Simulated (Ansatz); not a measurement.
**BaTiO3: ¹⁷O NMR of the central transition**

Cell: a structure deposited in the COD, its atoms then relaxed with PBE in this cell.

```xyz
5
Lattice="3.9998 0.0000 0.0000 0.0000 3.9998 0.0000 0.0000 0.0000 4.0180" Properties=species:S:1:pos:R:3 pbc="T T T"
Ba    0.0000    0.0000   -0.0119
Ti    1.9999    1.9999    1.9393
O     1.9999    1.9999    0.0895
O     1.9999    0.0000    2.0613
O     0.0000    1.9999    2.0613
```

Sites (sets of like atoms) are named by element and the number of their first atom in this list.

Method: Kohn–Sham DFT in Ansatz, r2SCAN, plane waves and PAW, scalar-relativistic, 500 eV cutoff, Γ-centred 8×8×8 k-points, Fermi–Dirac smearing 0.02 eV.

¹⁷O has I = 5/2 and Q = -25.58 mb (Pyykkö 2018); at 23.5 T its Larmor frequency is ν₀ = 135.7 MHz. Only the quadrupole interaction is simulated: positions count from each site's isotropic chemical shift, and J coupling is left out, as are shift anisotropy and dipolar coupling, which fast spinning averages.

Q: What does the ¹⁷O spectrum (fast magic-angle spinning) show for each site?

A: 

```tsv
site	first shell	C_Q (MHz)	η	P_Q (MHz)	δ_QIS (ppm)	breadth (kHz)
O3	2 Ti at 1.85–2.17 Å, angle 180°; also 4 Ba at 2.83 Å	-1.23	0.00	1.23	-0.490	0.143
O4	2 Ti at 2.00 Å, angle 173°; also 4 Ba at 2.79–2.88 Å	-1.95	0.03	1.95	-1.24	0.365
```

δ_QIS = −(ν_Q²/30ν₀²)[I(I+1) − 3/4](1 + η²/3) × 10⁶ ppm with ν_Q = 3|C_Q|/[2I(2I−1)]; it falls as 1/B₀² in ppm, and the breadth as 1/B₀ in kHz.

An axis of threefold or higher order runs through O3, so V_zz lies along it and η is zero. At O4 V_zz points along the line of its two bonds (within 1°).

The run took 23 s of wall time (23 s of CPU time) and 0.61 GiB at its peak, on 1 thread of Intel Xeon Platinum 8488C (Sapphire Rapids) (x86_64; 16 cores open to the job, memory cap 3.0 GiB, no GPU), a shared host with a load of 0.4 a core.
